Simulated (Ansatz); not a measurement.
Mg$_{3}$Sb$_{2}$ (A-La2O3 type, space group P-3m1)

```
Mg3Sb2
1.0
    4.59592     0.00000     0.00000
   -2.29796     3.98018     0.00000
    0.00000     0.00000     7.27158
Sb Mg
2 3
Cartesian
  0.00000   2.65345   1.64194
  2.29796   1.32673   5.62964
  0.00000   0.00000   0.00000
  0.00000   2.65345   4.59831
  2.29796   1.32673   2.67327
```

E(V) scan at fixed shape, V₀ the volume above. The atoms relax within the cell's symmetry.

Level of theory: PBE (plane waves to 420 eV, PAW, scalar-relativistic; Ansatz, a quantum-chemistry and plane-wave program). k mesh 12×12×7 (Γ-centred), Fermi-Dirac smearing 0.05 eV. Stress and pressure are positive under compression. Mg3Sb2 was relaxed with its symmetry unable to fall. Spin-orbit coupling is left out, though Sb is heavy.

At one point of the scan the stress tensor (GPa) is:

```
  -1.32     0.00     0.00
   0.00    -1.32     0.00
   0.00     0.00    -1.19
```

**Question.** Which point is it?
A) V/V₀ = 1.083
B) V/V₀ = 1.033
C) V/V₀ = 1.050
D) V/V₀ = 1.067

**Answer.** B, V/V₀ = 1.033

(Under strain, the slope of the energy per volume gives the stress and its curvature an elastic modulus.)
